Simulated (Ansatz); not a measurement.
Values for one crystal, relaxed and computed with r²SCAN in the plane-wave PAW code Ansatz; other levels are named.

Volume per atom: 11.67 Å³
Band gap: 1.19 eV (indirect)
Vibrational entropy at 300 K: 9.7 J/(K·mol of atoms)
Smallest direct gap on the standard path: 2.90 eV
Formation energy from the elements (no fitted shifts): -470 meV/atom
Zone-centre stability: no imaginary mode at Γ
Debye temperature from the elastic constants: 1100 K

### Question
Which compound is it?
A) AlN, wurtzite
B) BN, zinc blende
C) BP, wurtzite
D) CdTe, wurtzite

### Answer
C, BP, wurtzite

Space group P6_3mc (wurtzite). The first step of the workflow began from a Materials Project structure, measured or hypothetical; the Crystallography Open Database copy checked does not list it. It is not the phase usual at ambient conditions (space group No. 216). The r²SCAN relaxation kept the symmetry of its start. The references are the lowest solids computed at this level, not always the standard phases.

Potentials: the earlier of the program's two PAW sets.
